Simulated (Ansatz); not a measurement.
CaTaS₂:
```xyz
4
Lattice="3.4520 0.0000 0.0000 -1.7260 2.9895 0.0000 0.0000 0.0000 6.9196" Properties=species:S:1:pos:R:3 pbc="T T T"
S      1.7260     0.9965     5.3591
Ta     0.0000     0.0000     0.0000
S      0.0000     1.9930     1.5605
Ca     0.0000     0.0000     3.4598
```

Relaxed with PBE+D3(BJ). Special points in fractions of this cell's reciprocal vectors: Γ (0.000, 0.000, 0.000); M (0.500, 0.000, 0.000); K (0.333, 0.333, 0.000); A (0.000, 0.000, 0.500); L (0.500, 0.000, 0.500); H (0.333, 0.333, 0.500).

List the band energies nearest the Fermi level at these points for DFT-PBE+D3(BJ) in the program Ansatz with PAW potentials.

In eV from the Fermi level; about four levels below and three above (degenerate sets whole), none deeper than 8.9 eV; points with the same levels are listed once.

```csv
k,below,above
Γ,-2.35 -2.35 -2.04 -0.38 -0.38,1.12 1.12 2.04
M,-4.74 -3.45 -2.26 -0.16,1.96 2.23 2.49
K,-6.33 -6.33 -5.36 -5.36 -4.68,0.40 0.40 0.74
A,-2.76 -2.76 -0.48 -0.24 -0.24,0.82 2.54 2.54
L,-5.01 -4.76 -3.75 -1.96,0.09 2.07 2.13
H,-6.31 -6.31 -5.39 -5.39 -5.27,0.01 0.01 0.92
```

Space group P-3m1. The cell is a constructed one: a structure type filled with these elements; neither database checked (COD, Materials Project) lists it. Whether it is the stable phase at ambient conditions was not checked. Symmetry was held in the PBE+D3(BJ) relaxation; of distortions, only those at the zone centre were tested. No spin polarisation was allowed. With an odd number of electrons in the cell and no spin polarisation, the count alone makes it a metal. Scalar-relativistic: spin–orbit coupling is off unless named, which matters more the heavier the elements.

Potentials: the later of the program's two PAW sets.
